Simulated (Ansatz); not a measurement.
Here is an unrelaxed guess for YPt3F2.

```cif
data_structure
_symmetry_space_group_name_H-M 'P6/mmm'
_symmetry_Int_Tables_number 191
_cell_length_a 5.7816
_cell_length_b 5.7816
_cell_length_c 3.1738
_cell_angle_alpha 90.000
_cell_angle_beta 90.000
_cell_angle_gamma 120.000
_cell_volume 91.88
loop_
_atom_site_label
_atom_site_type_symbol
_atom_site_symmetry_multiplicity
_atom_site_Wyckoff_symbol
_atom_site_fract_x
_atom_site_fract_y
_atom_site_fract_z
_atom_site_occupancy
Y1 Y 1 a 0.00000 0.00000 0.00000 1
Pt1 Pt 3 g 0.50000 0.00000 0.50000 1
F1 F 2 c 0.33333 0.66667 0.00000 1
```

Computed with DFT PBE, scalar-relativistic, plane waves, PAW (Ansatz 0.2.0). Cutoff 420 eV; k points 3×3×6 on the computed 6-atom cell (Γ-centred); Gaussian smearing, width 0.10 eV; no spin polarisation.

Formation energies are uncorrected and refer to the elements' standard structures at the same level (F₂ as a molecule).

**Question.** Estimate its pressure, forces and energy as it stands.

**Answer.** The pressure is 14.7 GPa (the mean over three directions, positive in compression), the largest force is 0.00 eV/Å (symmetry fixes the atoms), and the energy is +0.06 eV/atom against the elements. The shortest distance is 2.30 Å.

**Question.** Is it a good guess?

**Answer.** A rough one: relaxing gains about 0.87 eV/atom (the start's value is from the coarse mesh, so the gain is rough) in 34 ionic steps and ends at −0.80 eV/atom on the finer mesh. The symmetry stays P6/mmm (No. 191). The volume per atom grows by 24.7 %, from 15.3 to 19.1 Å³. The shortest distance goes from 2.30 Å (Pt–F) to 2.44 Å (Pt–Pt). The ratio c/a of the conventional cell changes by a factor of 2.06. Conventional cell: a = 4.888 Å, c = 5.540 Å. Around Y lie 6 F at 2.82 Å; Pt has 4 Pt at 2.44 Å and 4 F at 3.11 Å; F is surrounded by 3 Y at 2.82 Å, 3 F at 2.82 Å and 6 Pt at 3.11 Å.

The last run used a 12×12×8 mesh (in the run's order of axes) for its 6-atom cell and Gaussian smearing of 0.10 eV. These runs have no spin–orbit coupling, which can matter for Pt. An odd number of electrons in the primitive cell allows no gap without spin; a larger cell or a magnetic state could open one. The relaxation can't lower the symmetry of the start, and the grade says only how near the guess is to its own end. Symmetry constrained the relaxation, so the result can be a saddle point.
